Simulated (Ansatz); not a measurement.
One stationary structure of GaN. All values below come from r2SCAN (plane waves to 500 eV, PAW, scalar-relativistic; Ansatz, a quantum-chemistry and plane-wave program).

```
CELL_PARAMETERS angstrom
      0.00000     2.10847     2.10847
      2.10847     0.00000     2.10847
      2.10847     2.10847     0.00000
ATOMIC_POSITIONS crystal
  Ga 0.50000 0.50000 0.50000
  N  0.00000 0.00000 0.00000
```

Determine the symmetry and give the standard cell with its independent sites.

Space group Fm-3m (No. 225); a = b = c = 4.217 Å, α = β = γ = 90.00°

| atom | site | symmetry | x | y | z |
|---|---|---|---|---|---|
| Ga | 4b | m-3m | 0.5000 | 0.5000 | 0.5000 |
| N | 4a | m-3m | 0.0000 | 0.0000 | 0.0000 |

This is the rock salt type.

Give the shortest distances between elements (the closest pairs, up to four, under 3.6 Å).

Ga–N 2.11 Å; Ga–Ga 2.98 Å; N–N 2.98 Å.

Volume per atom: 9.37 Å³
Density: 7.42 g/cm³
Band gap: 1.16 eV, indirect (valence top at 52 % of the way from K to Γ, conduction bottom at X) (no spin-orbit coupling)
Smallest direct gap: 3.38 eV at Γ

No spin polarisation in the result.

The run could not lose the symmetry of its start; a randomly shaken copy of 4 atoms returns to this structure.

The relaxed structure has the type that GaN is known to take under pressure; here it was relaxed at zero pressure, from a generated start.
